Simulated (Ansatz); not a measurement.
**A table of calculated ⁴³Ca parameters**

Computed with Ansatz: DFT, r2SCAN, plane waves and PAW, scalar-relativistic, 500 eV cutoff. Q = -40.80 mb (Pyykkö 2018), I = 7/2. The cells come from the COD and the Materials Project (computed, not necessarily observed phases), with the atoms as given or relaxed (PBE, cell held). Calculated pressures reach 4 GPa in size and forces 0.5 eV/Å in them. Spin–orbit coupling is left out, which moves gradients at and beside heavy atoms (Bi, Ce, La) by some per cent and at some sites by far more. At most two sites a crystal are listed; metals, magnetic cells and gradients under 0.03 × 10²¹ V/m² (0.12 where the gap is under 1 eV) that symmetry doesn't force to zero are left out, and those under about 0.1 are uncertain even in sign.

```tsv
crystal	space group	first shell of Ca	C_Q (MHz)	η
Ca3Ga3N5	P-1	4 N at 2.33–2.56 Å; also 2 N at 2.82–3.07 Å	-3.35	0.71
Ca3Ga3N5	P-1	4 N at 2.35–2.51 Å; also 1 N at 2.98 Å	-5.68	0.29
Ca7SnN6	Ibam	4 N at 2.44–2.48 Å	-4.63	0.72
Ca7TiN6	Ibam	4 N at 2.43–2.47 Å	-4.60	0.81
Ca7TiN6	Ibam	4 N at 2.50 Å	6.74	0.37
Ca7SnN6	Ibam	5 N at 2.32–2.87 Å	3.62	0.47
CaIn2As2	P6_3/mmc	6 As at 2.99 Å	-0.462	0.00
CaO	Fm-3m	6 O at 2.41 Å	?	?
SrCaLaBiO6	Pc	6 O at 2.31–2.38 Å	?	?
CaScBO4	Pnma	7 O at 2.31–2.68 Å	2.42	0.15
NaCaCeBiO6	P-4n2	8 O at 2.48–2.95 Å	?	?
```

Q: Estimate the withheld values.

A: CaO (6 O at 2.41 Å): C_Q = 0 MHz, η = –; SrCaLaBiO6 (6 O at 2.31–2.38 Å): C_Q = -0.980 MHz, η = 0.82; NaCaCeBiO6 (8 O at 2.48–2.95 Å): C_Q = -6.12 MHz, η = 0.58.

By the number of first neighbours, |C_Q| spans 3.3 to 6.7 MHz with 4, 0 to 0.98 MHz with 6.

In CaIn2As2 small gradients can still move by 0.1 × 10²¹ V/m² or more with the k-mesh.

The crystals are a selection from a larger pool of database entries, not a random sample of it.
